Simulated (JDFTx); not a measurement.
**Report: Ti(0001) in implicit electrolytes**

surface: Ti(0001)
bulk: Ti, P6_3/mmc, lattice of mp-46 (not re-optimised)
slab: 4 atoms in 4 planes, 1x1, 6.8 Å between the outermost planes
in-plane cell: 2.936 × 2.936 Å, 7.46 Å²
cell height: 23.0 Å
sampling: 8×8×1 k mesh, Fermi smearing 0.01 Ha, no spin polarisation

Computed with JDFTx (a modified build): PBE, GBRV ultrasoft potentials, plane waves to 20/100 Ha. Outer atoms relaxed in vacuum, keeping the start's symmetry. The same nuclei were then put into each liquid, at zero charge and at set potentials or charges. The model has bare, unreconstructed faces and no explicit solvent. U vs SHE = −μ/e − 4.44 V throughout (conventional absolute potential of the hydrogen electrode). Convergence in thickness and k mesh wasn't tested for this slab.

In vacuum the work function is 4.35 eV, which would put the uncharged electrode at -0.09 V vs SHE if the liquid did nothing. Each liquid moves the Fermi level of the neutral slab, now counted from the bulk liquid: CANDLE, water, 2 M NaF by 0.41 eV, to a potential of zero charge of -0.50 V; linear PCM (GLSSA13), water, 2 M NaF by 0.47 eV, to a potential of zero charge of -0.55 V; CANDLE, acetonitrile, 1 M NaCl by 0.33 eV, to a potential of zero charge of -0.42 V. The models of water differ by 0.05 V among themselves. Outside water the SHE scale is nominal.

Charging:

| liquid | U − U_pzc (V) | σ (μC/cm²) | σ/(U − U_pzc) (μF/cm²) | Δγ (mJ/m²) |
|---|---|---|---|---|
| CANDLE, water | 0.15 | 4.8 | 32 | -3 |
| CANDLE, water | 0.30 | 13.2 | 44 | -16 |
| CANDLE, acetonitrile | 0.32 | 6.4 | 20 | -10 |

The mean capacitance runs from 20 to 44 μF/cm². Δγ, the grand free energy per area against the neutral surface, is negative throughout, since charging at a held potential lowers it. The cavity function reaches one half at 3.5 Å (CANDLE, water), 2.9 Å (linear PCM (GLSSA13), water), 4.2 Å (CANDLE, acetonitrile) above the top atoms; the models define their cavities differently. CANDLE's negatively charged runs are left out, as they depend on the cell height. No specific adsorption of ions or solvent is in these numbers.
